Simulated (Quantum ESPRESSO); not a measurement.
Solid-state NMR card for CaMg₃S₄ (changed cell)

```xyz
8
Lattice="5.3732 0.0000 0.0000 0.0000 5.3732 0.0000 0.0000 0.0000 5.3732" Properties=species:S:1:pos:R:3 pbc="T T T"
Ca     0.0000     0.0000     0.0000
S      2.6866     0.0000     0.0000
Mg     0.0000     2.6866     2.6866
S      2.6866     2.6866     2.6866
Mg     2.6866     0.0000     2.6866
S      0.0000     0.0000     2.6866
Mg     2.6866     2.6866     0.0000
S      0.0000     2.6866     0.0000
```
The cell was made here from a computed Materials Project entry: one of 4 Mg replaced by Ca, cell and atoms relaxed (PBE without dispersion, pw.x of a modified build of Quantum ESPRESSO, symmetry kept). The parent is MgS in Fm-3m; whether this form has been observed was not checked. The swapped cell is a model, not a known phase. Stability against distortions was not tested.

Computed: shieldings by PBE GIPAW (Quantum ESPRESSO, JTH PAW datasets), 20 Ha, k-mesh 5×5×5 shifted, f-sum rule met within 0.01 %.

| site | site symmetry | σ_iso (ppm) | span Ω (ppm) |
|---|---|---|---|
| Ca (atom 1) | m-3m | 900 | 0 |
| S1 (atoms 2, 6, 8) | 4/mmm | 514 | 93 |
| Mg (atoms 3, 5, 7) | 4/mmm | 567 | 5 |
| S2 (atom 4) | m-3m | 515 | 0 |

Ω = σ33 − σ11 of the symmetric part; where symmetry doesn't make it nil, it is less certain than σ_iso.

Shieldings are absolute and leave out the bulk-susceptibility term; a larger σ means a smaller chemical shift. By our sweeps, such settings leave a few ppm in absolute σ. The datasets of S, Mg hold no d projectors, which limits absolute σ on these atoms. PBE places the empty d or f states of Ca too low, which is known to distort σ on and beside such ions. Static lattice: thermal averaging is not included.
